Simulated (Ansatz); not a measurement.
One crystal and one scan (scan of one atom of the cell) at two levels, PBE-D3(BJ) (plane waves to 420 eV, PAW, scalar-relativistic; Ansatz, an electronic-structure program) and PBEsol-D3(BJ) (plane waves to 420 eV, PAW, scalar-relativistic; Ansatz), each from its own relaxed cell and on its own mesh. The cell shown is that of PBE-D3(BJ).

Relaxed BN (h-BN type, space group P6_3/mmc):

```
CELL_PARAMETERS angstrom
      2.50644     0.00000     0.00000
     -1.25322     2.17064     0.00000
      0.00000     0.00000     6.61469
ATOMIC_POSITIONS crystal
  B  0.33333 0.66667 0.25000
  B  0.66667 0.33333 0.75000
  N  0.33333 0.66667 0.75000
  N  0.66667 0.33333 0.25000
```

Scan: atom 4 (N, nearest neighbour B at 1.447 Å; its periodic images, 2.5 Å or more away, move with it) is displaced along Cartesian x, direction (1.000, 0.000, 0.000) in Cartesian axes, by s. The other atoms stay.

The energy includes the smearing's −TS. BN was relaxed with its symmetry unable to fall. (PBE-D3(BJ)) Left out: 4 of 11 points, with atoms too close for the PAW data. (PBEsol-D3(BJ)) Left out: 4 of 11 points, with atoms too close for the PAW data. Both scans cover s from -0.258 to 0.258 Å.

ΔE (meV/cell), each from the undisplaced structure of its own level:

```csv
s (Å),PBE-D3(BJ),PBEsol-D3(BJ)
-0.258,1409,1445
-0.172,617,withheld
-0.086,153,156
0.000,0,0
0.086,153,156
0.172,617,withheld
0.258,1409,1445
```

### Question
Estimate the PBEsol-D3(BJ) value at -0.172 from the PBE-D3(BJ) value there and the ratio of the two levels in the two nearest given rows on that side of the minimum.

### Answer
At -0.086 and -0.258 the ratio PBEsol-D3(BJ)/PBE-D3(BJ) averages 1.023, which gives 1.023 × 617 = 631 meV/cell. The calculation gives 632 meV/cell, +2.4 % against PBE-D3(BJ).

(For displaced atoms, the force is minus the slope of the energy, and its curvature is a force constant, which sets phonon frequencies.)
